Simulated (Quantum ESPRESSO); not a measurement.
```xyz
3
Lattice="0.0000 2.5451 2.5451 2.5451 0.0000 2.5451 2.5451 2.5451 0.0000" Properties=species:S:1:pos:R:3 pbc="T T T"
Zr     0.0000     0.0000     0.0000
O      1.2725     1.2725     1.2725
O      3.8176     3.8176     3.8176
```
Geometry: a computed entry of the Materials Project; it was not checked against measured cells. It is ZrO2 in Fm-3m. Stability against distortions was not tested. The run has no spin polarisation.

With PBE (σ by GIPAW in a modified build of Quantum ESPRESSO; JTH PAW datasets, 22.5 Ha):

| quantity | PBE |
|---|---|
| σ_iso Zr (ppm) | 1819.7 |
| σ_iso O (ppm) | -204.4 |

Shieldings are absolute and leave out the bulk-susceptibility term; a larger σ means a smaller chemical shift. In our sweeps, cutoffs and meshes of this size left a few ppm, and up to some 20 ppm on atoms from Zn on. No spin–orbit coupling; Zr is the heaviest element present.

Problem. What does the LDA, on its own JTH datasets and the same geometry, give?

Solution. 
| quantity | LDA | LDA − PBE |
|---|---|---|
| σ_iso Zr (ppm) | 1778.1 | -41.6 |
| σ_iso O (ppm) | -232.0 | -27.6 |
